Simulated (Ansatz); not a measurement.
Relaxation of a relaxed TiO2 cell deformed by the Cartesian strain tensor (xx, yy, zz, yz, xz, xy) = (0.030, -0.147, -0.014, -0.002, -0.041, -0.031); 6 atoms in the cell, which starts as P-1 (No. 2), aP6; a = 2.925 Å, b = 3.964 Å, c = 4.789 Å, α = 93.80°, β = 94.60°, γ = 90.10°. The numbers are results of PBE (plane waves to 420 eV, PAW, scalar-relativistic; Ansatz, a program for electronic structure), not measurements. Γ-centred k-mesh 5×6×8 on the run's cell (coarser than for final values), Fermi–Dirac smearing 0.05 eV. This is the first round of the run. 

The optimiser's lines from the output (shortened; P is positive under compression):

```
relax step   1: F+E_penalty+E_count = -7275.47798593 eV  Δ(F+E_penalty+E_count) = +0.000e0 eV  max|allowed force component| = 1.051e0 eV/Å  Δτ_max = 0.0000 Å  P = +42.798 GPa  Ω = 55.209 Å³  (7 SCF iters, dr2 threshold 1.00e-7 eV, accepted)
relax step   2: F+E_penalty+E_count = -7276.53764698 eV  Δ(F+E_penalty+E_count) = -1.060e0 eV  max|allowed force component| = 5.590e-1 eV/Å  Δτ_max = 0.0169 Å  P = +18.889 GPa  Ω = 58.999 Å³  (8 SCF iters, dr2 threshold 6.00e-7 eV, accepted)
relax step   3: F+E_penalty+E_count = -7277.01907829 eV  Δ(F+E_penalty+E_count) = -4.814e-1 eV  max|allowed force component| = 2.753e-1 eV/Å  Δτ_max = 0.0244 Å  P = +5.239 GPa  Ω = 61.732 Å³  (8 SCF iters, dr2 threshold 6.00e-7 eV, accepted)
relax step   4: F+E_penalty+E_count = -7277.16815479 eV  Δ(F+E_penalty+E_count) = -1.491e-1 eV  max|allowed force component| = 1.444e-2 eV/Å  Δτ_max = 0.0249 Å  P = -0.471 GPa  Ω = 63.065 Å³  (7 SCF iters, dr2 threshold 6.00e-7 eV, accepted)
relax step   5: F+E_penalty+E_count = -7277.16901769 eV  Δ(F+E_penalty+E_count) = -8.629e-4 eV  max|allowed force component| = 3.684e-3 eV/Å  Δτ_max = 0.0093 Å  P = +0.074 GPa  Ω = 62.929 Å³  (6 SCF iters, dr2 threshold 6.00e-7 eV, accepted)
relax step   6: F+E_penalty+E_count = -7277.16897878 eV  Δ(F+E_penalty+E_count) = +3.891e-5 eV  max|allowed force component| = 5.496e-4 eV/Å  Δτ_max = 0.0003 Å  P = -0.002 GPa  Ω = 62.945 Å³  (4 SCF iters, dr2 threshold 2.53e-8 eV, accepted)
relax step   7: F+E_penalty+E_count = -7277.29034575 eV  Δ(F+E_penalty+E_count) = -1.214e-1 eV  max|allowed force component| = 5.925e-3 eV/Å  Δτ_max = 0.0000 Å  P = +2.566 GPa  Ω = 62.945 Å³  stress off target by 5.31e0 GPa  SCF on the basis re-selected at this cell (its energy is not comparable with the rows above)  (11 SCF iters)
relax step   8: F+E_penalty+E_count = -7277.31351284 eV  Δ(F+E_penalty+E_count) = -2.317e-2 eV  max|allowed force component| = 1.862e-2 eV/Å  Δτ_max = 0.0387 Å  P = +0.639 GPa  Ω = 63.641 Å³  (7 SCF iters, dr2 threshold 6.00e-7 eV, accepted)
relax step   9: F+E_penalty+E_count = -7277.31531097 eV  Δ(F+E_penalty+E_count) = -1.798e-3 eV  max|allowed force component| = 4.930e-3 eV/Å  Δτ_max = 0.0186 Å  P = +0.017 GPa  Ω = 63.874 Å³  (6 SCF iters, dr2 threshold 6.00e-7 eV, accepted)
relax step  10: F+E_penalty+E_count = -7277.31529695 eV  Δ(F+E_penalty+E_count) = +1.402e-5 eV  max|allowed force component| = 1.014e-3 eV/Å  Δτ_max = 0.0016 Å  P = -0.009 GPa  Ω = 63.887 Å³  (6 SCF iters, dr2 threshold 3.57e-8 eV, accepted)
relax step  11: F+E_penalty+E_count = -7277.31964292 eV  Δ(F+E_penalty+E_count) = -4.346e-3 eV  max|allowed force component| = 1.207e-3 eV/Å  Δτ_max = 0.0000 Å  P = +0.039 GPa  Ω = 63.887 Å³  stress off target by 2.30e-1 GPa  SCF on the basis re-selected at this cell (its energy is not comparable with the rows above)  (8 SCF iters)
relax step  12: F+E_penalty+E_count = -7277.31970576 eV  Δ(F+E_penalty+E_count) = -6.284e-5 eV  max|allowed force component| = 3.475e-4 eV/Å  Δτ_max = 0.0038 Å  P = -0.000 GPa  Ω = 63.906 Å³  (5 SCF iters, dr2 threshold 1.33e-7 eV, accepted)
relax step  13: F+E_penalty+E_count = -7277.31978339 eV  Δ(F+E_penalty+E_count) = -7.764e-5 eV  max|allowed force component| = 3.702e-4 eV/Å  Δτ_max = 0.0000 Å  P = +0.000 GPa  Ω = 63.906 Å³  stress off target by 2.45e-2 GPa  SCF on the basis re-selected at this cell (its energy is not comparable with the rows above)  (7 SCF iters)
relax step  14: F+E_penalty+E_count = -7277.31978590 eV  Δ(F+E_penalty+E_count) = -2.511e-6 eV  max|allowed force component| = 5.989e-4 eV/Å  Δτ_max = 0.0011 Å  P = +0.000 GPa  Ω = 63.906 Å³  (6 SCF iters, dr2 threshold 1.51e-9 eV, accepted)
relax step  15: F+E_penalty+E_count = -7277.31978284 eV  Δ(F+E_penalty+E_count) = +3.068e-6 eV  max|allowed force component| = 5.994e-4 eV/Å  Δτ_max = 0.0000 Å  P = +0.001 GPa  Ω = 63.906 Å³  stress off target by 7.96e-3 GPa  SCF on the basis re-selected at this cell (its energy is not comparable with the rows above)  (5 SCF iters)
```

From the first to the last row the energy changes by -0.31 eV/atom and the volume by +15.8 %. The last row is marked as not comparable with the walk above it, whose basis was carried along; it does compare with step 1, since both stand on a basis selected at the nominal cutoff for their own cell.

Energy and pressure jump between steps 6 and 7 at one geometry, where the plane-wave basis was selected anew. While the cell walks, the set of plane waves is carried along, so its effective cutoff drifts with the strain; re-selecting it at 420 eV moved the energy by -0.020 eV/atom and the pressure by 2.6 GPa. Only step 1 and rows on a re-selected basis compare with each other.

Later rounds, restarted from the end of this one on a renewed k-mesh, logged 4 more steps and released under 1 meV/atom more. The final structure after all rounds: P4₂/mnm (No. 136), tP6, rutile type; a = 4.644 Å, b = 4.644 Å, c = 2.964 Å, α = 90.00°, β = 90.00°, γ = 90.00°. Between re-selections the logged energies stand on a plane-wave basis carried along with the cell. No spin polarisation in the result.

The run could not lose the symmetry of its start.
